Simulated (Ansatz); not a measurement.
A trial structure of Ti6C was built thus: random cell by space group and Wyckoff sites (P6/mmm, No. 191). The dimensions are guesses.

```
Ti C
1.0
     5.21188    0.00000    0.00000
    -2.60594    4.51362    0.00000
     0.00000    0.00000    4.21668
Ti C
6 1
Direct
  0.32812 0.00000 0.50000
  0.00000 0.32812 0.50000
  0.67188 0.67188 0.50000
  0.67188 0.00000 0.50000
  0.00000 0.67188 0.50000
  0.32812 0.32812 0.50000
  0.00000 0.00000 0.00000
```

The calculation used DFT PBE, scalar-relativistic, plane waves, PAW in Ansatz. Cutoff 420 eV, Gaussian smearing, Γ-centred meshes. Cell and atoms relax first on a coarse mesh and then on a finer one. In between, the cell is made exact in the group found at 0.06 Å. In metals the finer mesh still leaves noise of several meV/atom or more. The steps can't lower the symmetry of their start. Collinear spin is switched on along the way, since trial moments persisted in a coarse test.

A guess keeps its type if space group and coordination stay and the shape of the cell changes little (axis ratios within about 15 %, angles within 6°); the volume may change.

Question: Will the relaxed cell still be of the starting type?

Answer: It doesn't keep its type. The symmetry stays P6/mmm (No. 191). The volume per atom grows by 27.8 %, from 14.2 to 18.1 Å³. The shortest distance goes from 1.71 Å (Ti–Ti) to 2.43 Å (Ti–Ti). The ratio c/a of the conventional cell changes by a factor of 0.41. Counting neighbours within 15 % of an atom's shortest distance, the start has C 12, Ti 3 and the end C 14, Ti 7. In detail, at the end around Ti lie 4 Ti at 2.43–2.52 Å, 2 C at 2.73 Å, 1 Ti at 2.77 Å and 4 Ti at 3.50 Å; around C lie 2 C at 2.52 Å and 12 Ti at 2.73 Å.

```cif
data_structure
_symmetry_space_group_name_H-M 'P 1'
_symmetry_Int_Tables_number 1
_cell_length_a 7.6262
_cell_length_b 7.6262
_cell_length_c 2.5172
_cell_angle_alpha 90.000
_cell_angle_beta 90.000
_cell_angle_gamma 120.000
_cell_volume 126.78
loop_
_atom_site_label
_atom_site_type_symbol
_atom_site_fract_x
_atom_site_fract_y
_atom_site_fract_z
_atom_site_occupancy
Ti1 Ti 0.31840 0.00000 0.50000 1
Ti2 Ti 0.00000 0.31840 0.50000 1
Ti3 Ti 0.68160 0.68160 0.50000 1
Ti4 Ti 0.68160 0.00000 0.50000 1
Ti5 Ti 0.00000 0.68160 0.50000 1
Ti6 Ti 0.31840 0.31840 0.50000 1
C1 C 0.00000 0.00000 0.00000 1
```

The last run used collinear spin, a 6×6×14 mesh (in the run's order of axes) for its 7-atom cell and Gaussian smearing of 0.10 eV. A structure relaxed within its symmetry needn't be a true minimum.
